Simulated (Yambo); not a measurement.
Yambo run on BaAlSiH (space group P3m1, No. 156). The wavefunctions come from this Quantum ESPRESSO step (PBEsol, PseudoDojo standard norm-conserving files, scalar-relativistic):

```
&CONTROL
  calculation = 'nscf'
  pseudo_dir = './pseudo'
  outdir = './out'
/
&SYSTEM
  ibrav = 0
  nat = 4
  ntyp = 4
  ecutwfc = 72.0
  ecutrho = 288.0
  occupations = 'fixed'
  force_symmorphic = .true.
  nbnd = 152
/
&ELECTRONS
  conv_thr = 4e-09
  diago_full_acc = .true.
  diago_thr_init = 1e-08
/
ATOMIC_SPECIES
H 1.0080 H.upf
Al 26.9815 Al.upf
Si 28.0850 Si.upf
Ba 137.3270 Ba.upf
CELL_PARAMETERS angstrom
  4.299141305736   0.000000000000   0.000000000000
 -2.149570652868   3.723165585226   0.000000000000
  0.000000000000   0.000000000000   5.061951606000
ATOMIC_POSITIONS crystal
H   0.666666667000   0.333333333000   0.124555834700
Al   0.666666667000   0.333333333000   0.469354376400
Si   0.333333333667   0.666666666333   0.544090425000
Ba   0.000000000333   0.000000000000   0.004909363900
K_POINTS automatic
3 3 2 0 0 0
```

Yambo input:

```
rim_cut
gw0
dyson
el_el_corr
HF_and_locXC
ppa
em1d
RandQpts= 1000000
RandGvec= 1 Ry
EXXRLvcs= 72 Ry
VXCRLvcs= 288 Ry
Chimod= "HARTREE"
% BndsRnXp
 1 | 151 |
%
NGsBlkXp= 8 Ry
% LongDrXp
 1.0 | 1.0 | 1.0 |
%
PPAPntXp= 27.2114 eV
% GbndRnge
 1 | 151 |
%
GTermKind= "BG"
DysSolver= "n"
ExtendOut
% QPkrange
 1 | 1 | 9 | 10 |
 2 | 2 | 9 | 10 |
 3 | 3 | 9 | 10 |
 5 | 5 | 9 | 10 |
 6 | 6 | 9 | 10 |
%
```

k points by index: 1 = Γ, 2 = A, 3 = (0, 0.333, 0), 5 = K, 6 = H.

The o-*.qp file then holds:

```
#    K-point    Band    Eo [eV]    E [eV]    E-Eo [eV]    Vxc [eV]    Vnlxc [eV]    Sc|Eo [eV]    Sc|E [eV]    dSc/dw|Eo [eV]    Re(Z)    Im(Z)
#
    1    9    -0.623355    -1.227503    -0.604148    -10.04524    -11.65479    0.826126    1.005400    -8.073424    0.771189    -0.001672
    1    10    1.254463    1.143748    -0.110714    -9.167164    -5.310982    -3.998458    -3.966896    -7.766467    0.777957    -0.001656
    2    9    0.000000    -0.509033    -0.509033    -10.15314    -11.43953    0.625374    0.777350    -8.122896    0.770109    -0.001697
    2    10    1.685462    1.681609    -0.003852    -9.460504    -5.368831    -4.096553    -4.095525    -7.527399    0.783311    -0.001626
    3    9    -0.640534    -1.070547    -0.430014    -9.537515    -10.54665    0.452799    0.579126    -7.992638    0.772959    -0.001712
    3    10    1.045579    0.938020    -0.107559    -9.196596    -5.666230    -3.667996    -3.637926    -7.615762    0.781323    -0.001640
    5    9    -0.772051    -1.252553    -0.480502    -9.570639    -10.80484    0.609284    0.753700    -8.177014    0.768931    -0.001738
    5    10    1.053507    0.987029    -0.066477    -9.267557    -5.674638    -3.677588    -3.659396    -7.460177    0.784830    -0.001626
    6    9    -0.447961    -0.975980    -0.528019    -9.719454    -11.16534    0.760359    0.917864    -8.115624    0.770268    -0.001727
    6    10    3.111131    3.220551    0.109420    -9.130187    -4.514478    -4.476616    -4.506289    -7.368463    0.786911    -0.001633
```
(The two width columns are left out.) Convergence of these settings isn't established.

Geometry relaxed with PBEsol.

The structure is a Materials Project entry; no match was found in the copy of COD used, and its stability was not checked.
